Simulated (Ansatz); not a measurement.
Elastic constants of InSb (F-43m), step by step

```yaml
crystal:
  lattice:
    - [0.00000, 3.26010, 3.26010]
    - [3.26010, 0.00000, 3.26010]
    - [3.26010, 3.26010, 0.00000]
  atoms:
    - { symbol: In, position: [0.00000, 0.00000, 0.00000] }
    - { symbol: Sb, position: [0.75000, 0.75000, 0.75000] }
```

Level of theory, where no other is named: PBEsol, all-electron LAPW in Ansatz 0.2.0, scalar-relativistic. k mesh 12×12×12, Fermi-Dirac smearing of 0.100 eV, basis error target 1 meV/atom. The cell was relaxed by PAW under this functional.

The cell is cubic and carries a residual pressure of -0.01 GPa at this level. Each strain component that symmetry leaves independent is applied at ±0.003 and ±0.006, the ions relax wherever a strain frees them, and the stress (tension positive, GPa) is read. Shears are engineering strains, γ = 2ε.

| strain | size | σxx | σyy | σzz | σyz | σxz | σxy |
| --- | --- | --- | --- | --- | --- | --- | --- |
| xx | -0.006 | -0.3595 | -0.1950 | -0.1950 | 0.0000 | 0.0000 | 0.0000 |
| xx | -0.003 | -0.1740 | -0.0913 | -0.0913 | 0.0000 | 0.0000 | 0.0000 |
| xx | +0.003 | 0.1925 | 0.1090 | 0.1090 | 0.0000 | 0.0000 | 0.0000 |
| xx | +0.006 | 0.3736 | 0.2057 | 0.2057 | 0.0000 | 0.0000 | 0.0000 |
| yz | -0.006 | 0.0101 | 0.0094 | 0.0094 | -0.1624 | 0.0000 | 0.0000 |
| yz | -0.003 | 0.0100 | 0.0098 | 0.0098 | -0.0812 | 0.0000 | 0.0000 |
| yz | +0.003 | 0.0100 | 0.0098 | 0.0098 | 0.0812 | 0.0000 | 0.0000 |
| yz | +0.006 | 0.0101 | 0.0094 | 0.0094 | 0.1624 | 0.0000 | 0.0000 |

The slope is [8(σ(+δ) − σ(−δ)) − (σ(+2δ) − σ(−2δ))]/(12δ), and the program imposes the crystal's symmetry on the matrix.

(1) What are the independent elastic constants?

(2) Do they meet the Born conditions?

(3) What moduli does a random aggregate of grains have?

(4) With the density of 5.669 g/cm³, how fast does sound travel, and what Debye temperature follows?

(5) How far do the constants move if PAW replaces LAPW in the same cell?

(6) How do the constants change if the ions are clamped to the homogeneous strain?

## Answers

(1) C11 = 61.1, C12 = 33.4, C44 = 27.1 GPa.

(2) C11 − C12 = 27.7, C11 + 2C12 = 127.9 and C44 = 27.1 GPa must all be positive, so the crystal is elastically stable; that says nothing yet of its phonons.

(3) B = (C11 + 2C12)/3 = 42.6 GPa. G_V = (C11 − C12 + 3C44)/5 = 21.8 and G_R = 5(C11 − C12)C44/(4C44 + 3(C11 − C12)) = 19.6, so G_H = 20.7 GPa. Then E = 9BG/(3B + G) = 53.4 GPa, ν = (3B − 2G)/(6B + 2G) = 0.291 and B/G = 2.06, on the ductile side of Pugh's 1.75 (a rule of thumb).

(4) 

| direction | slow (m/s) | middle (m/s) | fast (m/s) |
| --- | --- | --- | --- |
| [100] | 2185 | 2185 | 3283 |
| [110] | 1563 | 2185 | 3620 |
| [111] | 1795 | 1795 | 3726 |

The mean of v⁻³ over directions and branches gives v_m = 2115 m/s and θ_D = (ħ/k_B) v_m (6π²n)^(1/3) = 193 K, n being atoms per volume. Young's modulus spans 37 to 67 GPa over directions, and the universal anisotropy index is 0.56.

(5) 

```
constant  LAPW (GPa)  PAW (GPa)  difference
     C11        61.1       61.0        -0.1
     C12        33.4       33.4         0.0
     C44        27.1       27.0        -0.1
```

(6) Clamped values, with the change against relaxed ions: C11 = 61.1 (+0.0), C12 = 33.4 (+0.0), C44 = 45.6 (+18.5) GPa.

Keep in mind: the gap is so small that the run used smearing, and responses move with mesh and smearing; the frozen-core PAW files of the compared runs were fitted under PBE, their cores solved anew for this functional.
